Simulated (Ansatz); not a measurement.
Ansatz input

```yaml
crystal:
  lattice:
    - [0.0, 2.4099017305, 2.4099017305]
    - [2.4099017305, 0.0, 2.4099017305]
    - [2.4099017305, 2.4099017305, 0.0]
  atoms:
    - { symbol: Fe, position: [0.0, 0.0, 0.0], spin: 2.16 }
    - { symbol: Fe, position: [0.5, 0.5, 0.5], spin: -2.16 }
hamiltonian:
  xc: blyp
  pseudopotentials:
    kind: paw
    azcp:
      Fe: "pseudopotentials/Fe.paw.azcp"
basis:
  ecutwfc: 420
  fft_grid_basis: typed
kpoints:
  mp_grid: { grid: [18, 18, 18], shift: [0, 0, 0] }
magnetization:
  spin_polarized: true
scf:
  occupations: { method: fermi_dirac, width: 0.05 }
```

Terminal output

```
Engine: ansatz 0.2.0, aarch64-unknown-linux-gnu
Pseudopotentials: kind: paw
Pseudopotential: Fe, paw, valence charge 16, recommended cutoff 420 eV (normal) 
Functional definition: BLYP
  parameter beta = 0.0042
  parameter a = 0.04918
  parameter b = 0.132
  parameter c = 0.2533
  parameter d = 0.349
  exchange = b88_x(beta = beta)
  correlation = lyp_c(a = a, b = b, c = c, d = d)
Crystal: 2 atoms, lattice volume = 27.992 Å³
Basis set: ecut = 420 eV, 537 PW (Γ), exchange–correlation on 48×48×48 points (8 copies of the dense FFT grid, shifted against one another)
Bands: 23, of which v1, the nominal top of the filled ones, is band 16 counted from 1 (15 counted from 0)
Symmetry: 48 space group operations
Space group: Fm-3m (ITA 225), of the structure as read, at distance tolerance 3.0e-5 Å
Magnetic group: BNS 225.121 (UNI 1623), of the structure as read, at distance tolerance 3.0e-5 Å
k-points: 195 of 5832
Non-local potential: Fe, projectors of the file, l = 0: 3, l = 1: 2, l = 2: 3, l = 3: 1
PAW form: soft (Blöchl's): semilocal exchange-correlation on the pseudo side does not see the compensation charge
PAW frozen core: Fe, regenerated for the run's functional, and the local potential with it (the file was generated under x = pbe(κ = 0.804, μ = 0.2195149727645171), c = pbe(β = 0.06672455060314922))
PAW one-centre angular grid: Fe, 590 points (default); XC on 64 Gauss nodes
Initial density: superposition of atomic densities (chi_scale 0.1, normalization cell)
Starting moments: Σ|m| = 4.32 μB on 2 of 2 sites
Starting magnetic order: antiferromagnet; a translation exchanges its spin sublattices: spin-degenerate at every k-point
Initial wavefunctions: pseudopotential atomic-orbital guess
Functional: x = b88, c = lyp
iter 1 solved again at ethr=2.31e-3 eV; its pass at ethr=3.10e-3 eV (dr2=7.40e-1 eV) is discarded
SCF iter   1: F=—  HF=-8973.452773 eV  |F-HF|=—  |Δ(HF+E_count)|=         —  Δρ=4.99e-2 (↑4.99e-2 ↓4.99e-2)  dr2=7.41e-1  dr2_m=3.14e-1  M=0.000 μB ∫|m|=4.625 μB  β_m=0.30  ethr=2.31e-3  ⟨swp⟩=1.0  Hψ=23160  notcnv=0
Mixer restart at iter 1: flushing history
spin=Collinear: Kerker preconditioning applied to the charge; magnetization (m = ρ↑ − ρ↓) channel mixes plain (no charge-response kernel on spin).
SCF iter   2: F=—  HF=-8973.450836 eV  |F-HF|=—  |Δ(HF+E_count)|=   1.94e-3  Δρ=3.52e-2 (↑3.52e-2 ↓3.52e-2)  dr2=7.28e-2  dr2_m=2.62e-1  M=0.000 μB ∫|m|=4.732 μB  β_m=0.51  ethr=2.31e-3  ⟨swp⟩=2.9  Hψ=7066  notcnv=0
SCF iter   3: F=—  HF=-8974.098380 eV  |F-HF|=—  |Δ(HF+E_count)|=         —  Δρ=2.99e-2 (↑2.99e-2 ↓2.99e-2)  dr2=8.26e-2  dr2_m=1.75e-1  M=0.000 μB ∫|m|=4.985 μB  β_m=1.00  ethr=2.28e-4  ⟨swp⟩=2.7  Hψ=8828  notcnv=0  defer=20
Mixer restart at iter 3: flushing history
SCF iter   4: F=—  HF=-8974.497755 eV  |F-HF|=—  |Δ(HF+E_count)|=   3.99e-1  Δρ=2.81e-2 (↑2.81e-2 ↓2.81e-2)  dr2=5.86e-1  dr2_m=1.24e-2  M=0.000 μB ∫|m|=4.810 μB  β_m=0.51  ethr=1.56e-4  ⟨swp⟩=2.9  Hψ=9622  notcnv=0  defer=21
SCF iter   5: F=—  HF=-8974.500680 eV  |F-HF|=—  |Δ(HF+E_count)|=   2.93e-3  Δρ=1.51e-2 (↑1.51e-2 ↓1.51e-2)  dr2=1.47e-2  dr2_m=5.03e-2  M=0.000 μB ∫|m|=4.666 μB  β_m=0.50  ethr=1.56e-4  ⟨swp⟩=3.0  Hψ=11284  notcnv=0  defer=11
SCF iter   6: F=—  HF=-8974.484590 eV  |F-HF|=—  |Δ(HF+E_count)|=   1.61e-2  Δρ=9.03e-3 (↑9.03e-3 ↓9.03e-3)  dr2=2.44e-2  dr2_m=1.62e-2  M=0.000 μB ∫|m|=4.654 μB  β_m=0.75  ethr=4.60e-5  ⟨swp⟩=2.4  Hψ=8872  notcnv=0  defer=12
SCF iter   7: F=—  HF=-8974.487340 eV  |F-HF|=—  |Δ(HF+E_count)|=   2.75e-3  Δρ=4.09e-3 (↑4.09e-3 ↓4.09e-3)  dr2=1.51e-3  dr2_m=3.51e-3  M=0.000 μB ∫|m|=4.597 μB  β_m=0.87  ethr=4.60e-5  ⟨swp⟩=2.0  Hψ=7387  notcnv=0  defer=12
SCF iter   8: F=—  HF=-8974.487052 eV  |F-HF|=—  |Δ(HF+E_count)|=   2.88e-4  Δρ=1.44e-3 (↑1.44e-3 ↓1.44e-3)  dr2=3.15e-4  dr2_m=4.67e-4  M=0.000 μB ∫|m|=4.579 μB  β_m=0.88  ethr=4.73e-6  ⟨swp⟩=2.5  Hψ=7640  notcnv=0  defer=12
SCF iter   9: F=—  HF=-8974.487029 eV  |F-HF|=—  |Δ(HF+E_count)|=   2.31e-5  Δρ=2.46e-4 (↑2.46e-4 ↓2.46e-4)  dr2=1.99e-5  dr2_m=1.17e-5  M=0.000 μB ∫|m|=4.568 μB  β_m=0.94  ethr=9.86e-7  ⟨swp⟩=2.0  Hψ=5922  notcnv=0  defer=14
SCF iter  10: F=—  HF=-8974.487036 eV  |F-HF|=—  |Δ(HF+E_count)|=   7.44e-6  Δρ=2.15e-5 (↑2.15e-5 ↓2.15e-5)  dr2=2.73e-7  dr2_m=9.43e-9  M=0.000 μB ∫|m|=4.566 μB  β_m=0.97  ethr=6.23e-8  ⟨swp⟩=2.0  Hψ=5975  notcnv=0  defer=14
SCF iter  11: F=—  HF=-8974.487036 eV  |F-HF|=—  |Δ(HF+E_count)|=   2.65e-7  Δρ=8.55e-6 (↑8.55e-6 ↓8.55e-6)  dr2=7.04e-8  dr2_m=1.83e-10  M=0.000 μB ∫|m|=4.566 μB  β_m=0.99  ethr=8.54e-10  ⟨swp⟩=2.8  Hψ=9124  notcnv=0  defer=14
SCF iter  12: F=-8974.487036 eV  HF=-8974.487036 eV  |F-HF|=2.49e-10  |Δ(HF+E_count)|=   9.67e-9  Δρ=1.66e-6 (↑1.66e-6 ↓1.66e-6)  dr2=2.45e-9  dr2_m=2.64e-11  M=0.000 μB ∫|m|=4.566 μB  ethr=2.20e-10  ⟨swp⟩=1.0  Hψ=11248  notcnv=0
SCF 1 converged in 12 iterations: F = -8974.487036 eV  dr2 = 2.45e-9
WARN: an SCF from ferromagnetic starting moments (-2.20, -2.20 Bohr magnetons, atom by atom) was not made, by what the run has read of turns of its moments that order reads lower: the deck asks for what bars it, or types moments that do (magnetization.spin_polarized, in the input reference, names some of the keys), or the run goes by scf.lower_state_search: light, the default, which as a rule tries one only behind a close that has lost an order of both signs, or on which an open d or half-filled 4f shell of a PAW file has lost a moment that was set nearer to Hund's than to what is left; or, under a Hubbard U, one that names an f shell that the input leaves bare beside given moments, or a larger moment for a shell of low spin that is given one. standard, with a start from the atoms, tries one behind each close (in a relaxation, ahead of its steps or at their end). To set out from that order, type those moments (crystal.atoms[].spin; where shells were raised to Hund's moment, beside crystal.symmetry.detect: false) under scf.lower_state_search: light. The bands of the close that named these starting moments, or of the one ahead of a search that led to it (under cold or Methfessel-Paxton smearing those of the Gaussian ahead of it) read a cost of -957.28 meV for the turn to them, carried on from a small turn (-957.28 by the pairs of d shells alone)
SCF converged after 12 iterations
Magnetization: 0.0000 μB (16.0000 up, 16.0000 down)
Absolute magnetization: 4.5657 μB (∫|ρ↑−ρ↓|, with the PAW one-centre terms)
Spin contamination: 1.8709 ħ² per cell (⟨S²⟩ above its minimum at these occupations)
Per-site moments (μB) at R_I (Å): [(2.1600527126673543, 0.99408446383125), (-2.1600527126673543, 0.99408446383125)]
Free energy (F): -8974.487036 eV
Harris-Foulkes:  -8974.487036 eV  (|F-HF|=2.49e-10)
Internal energy: -8974.446699 eV  (E = F + TS)
E sigma→0 (E₀):  -8974.466868 eV
Entropy (-TS):   -0.040338 eV (-20.169 meV/atom)
Fermi energy:    15.320581 eV
--- Per-component energies (eV) ---
  E_band       = -538.519487
  E_kinetic    = 698.652390
  E_local      = -4792.685435  (includes V_loc(G=0)·N_el)
  E_nonlocal   = 438.166739
  E_hartree    = 2006.735504
  E_xc         = -229.978063
  E_vxc        = -295.157769  (∫ρ·V_xc dr)
  E_paw        = -2755.284266  (= ΣΔE_a)
  E_vpaw       = -600.964907  (= ΣTr[D̂ρ^β])
  E_aug_tail   = 0.002227  (compensation charges beyond the density's cutoff)
  E_ewald      = -4340.075693
  E_core_change = 0.019898  (= ΣΔE_core)
  E_smearing   = -0.040338  (= −TS)
  E_closure    = -0.000000  (closes the sum)
  Σ components = -8974.487036   (vs F -8974.487036, Δ=0.00e0)
```
